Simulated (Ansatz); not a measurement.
The calculation used DFT PBE, scalar-relativistic, plane waves, PAW in Ansatz 0.2.0. All cells share a 420 eV cutoff and Γ-centred k meshes spaced about 0.3 Å⁻¹ or finer (0.25 for metals, 2π included). No spin polarisation.

Temperature and zero-point effects are left out.

Two relaxed structures of ScInTeSe:

A.

```cif
data_structure
_symmetry_space_group_name_H-M 'P6_3mc'
_symmetry_Int_Tables_number 186
_cell_length_a 4.0645
_cell_length_b 4.0645
_cell_length_c 15.8949
_cell_angle_alpha 90.000
_cell_angle_beta 90.000
_cell_angle_gamma 120.000
_cell_volume 227.40
loop_
_atom_site_label
_atom_site_type_symbol
_atom_site_symmetry_multiplicity
_atom_site_Wyckoff_symbol
_atom_site_fract_x
_atom_site_fract_y
_atom_site_fract_z
_atom_site_occupancy
Sc1 Sc 2 a 0.00000 0.00000 0.49838 1
In1 In 2 b 0.66667 0.33333 0.26024 1
Te1 Te 2 b 0.66667 0.33333 0.61063 1
Se1 Se 2 b 0.33333 0.66667 0.40874 1
```

B.

```cif
data_structure
_symmetry_space_group_name_H-M 'P3m1'
_symmetry_Int_Tables_number 156
_cell_length_a 4.0837
_cell_length_b 4.0837
_cell_length_c 8.0946
_cell_angle_alpha 90.000
_cell_angle_beta 90.000
_cell_angle_gamma 120.000
_cell_volume 116.91
loop_
_atom_site_label
_atom_site_type_symbol
_atom_site_symmetry_multiplicity
_atom_site_Wyckoff_symbol
_atom_site_fract_x
_atom_site_fract_y
_atom_site_fract_z
_atom_site_occupancy
Sc1 Sc 1 a 0.00000 0.00000 0.99183 1
In1 In 1 a 0.00000 0.00000 0.50258 1
Te1 Te 1 b 0.33333 0.66667 0.21644 1
Se1 Se 1 c 0.66667 0.33333 0.82415 1
```

Problem. Which would you expect to be lower, and how large is the difference?

Solution. A is lower, by 17 meV/atom. A has space group P6_3mc (No. 186), 28.4 Å³/atom and no gap on its mesh; B has space group P3m1 (No. 156), 29.2 Å³/atom and no gap. Counting Se or Te atoms around In and Sc (for each partner element, those within 1.25 times its shortest distance or 1.15 times the sum of covalent radii, where it is the nearest in units of that sum or under 1.3; the shortest distance is added where it is long for a bond), A has Sc 6, In 6 from 3.3 Å and B has Sc 6, In 3 from 3.3 Å. In A, around Sc lie 3 Se at 2.75 Å and 3 Te at 2.95 Å; In has 3 Se at 3.33 Å and 3 Te at 3.34 Å; Te has 3 Sc at 2.95 Å and 3 In at 3.34 Å; around Se lie 3 Sc at 2.75 Å and 3 In at 3.33 Å. In B, Sc has 3 Se at 2.72 Å, 3 Te at 2.98 Å, 2 In at 3.96–4.13 Å and 6 Sc at 4.08 Å; In is surrounded by 3 Te at 3.31 Å, 3 Se at 3.51 Å, 2 Sc at 3.96–4.13 Å and 6 In at 4.08 Å; around Te lie 3 Sc at 2.98 Å and 3 In at 3.31 Å; around Se lie 3 Sc at 2.72 Å and 3 In at 3.51 Å. Both come from trial cells of a structure search.

The k mesh leaves some 4 meV/atom of noise in the energy of each metallic cell. These runs have no spin–orbit coupling, which can matter for Te. Trial moments fell under 0.15 μB along the way in P6_3mc and P3m1; another start might hold them. Cells relaxed within their symmetry can be saddle points.
